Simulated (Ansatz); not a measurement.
Below is a relaxed structure of Be4Te. The cell was found from a structure generator's guess, not taken from experiment.

Level of theory: Ansatz 0.2.0, DFT PBE, scalar-relativistic, plane waves, PAW. Cutoff 420 eV, Γ-centred mesh, Gaussian smearing, no spin polarisation.

```cif
data_structure
_symmetry_space_group_name_H-M 'P 1'
_symmetry_Int_Tables_number 1
_cell_length_a 4.3027
_cell_length_b 4.3027
_cell_length_c 4.9189
_cell_angle_alpha 90.000
_cell_angle_beta 90.000
_cell_angle_gamma 120.000
_cell_volume 78.86
loop_
_atom_site_label
_atom_site_type_symbol
_atom_site_fract_x
_atom_site_fract_y
_atom_site_fract_z
_atom_site_occupancy
Be1 Be 0.50000 0.50000 0.00000 1
Be2 Be 0.50000 0.00000 0.00000 1
Be3 Be 0.00000 0.50000 0.00000 1
Be4 Be 0.00000 0.00000 0.00000 1
Te1 Te 0.00000 0.00000 0.50000 1
```

Energies over the elements count from the elements' standard structures at the same level, with no fitted energy shifts.

(1) What space group does it have?

(2) What is its formation energy per atom?

(3) Is it a metal?

Answers

(1) P6/mmm (No. 191). Conventional cell: a = 4.303 Å, c = 4.919 Å. Around Be on a site of symmetry mmm lie 6 Be at 2.15 Å; Be on a site of symmetry 6/mmm has 6 Be at 2.15 Å and 2 Te at 2.46 Å; around Te lie 2 Be at 2.46 Å.

(2) +0.43 eV/atom. The separate elements lie lower, so it is unstable against them.

(3) Yes, bands cross the Fermi level on the 12×12×8 mesh.

The last run used a 12×12×8 mesh (in the run's order of axes) for its 5-atom cell and Gaussian smearing of 0.10 eV. Spin–orbit coupling, which can matter for Te, is left out. The reference form of Te is held partly by dispersion forces, which this level lacks. Symmetry constrained the relaxation, so the result can be a saddle point.
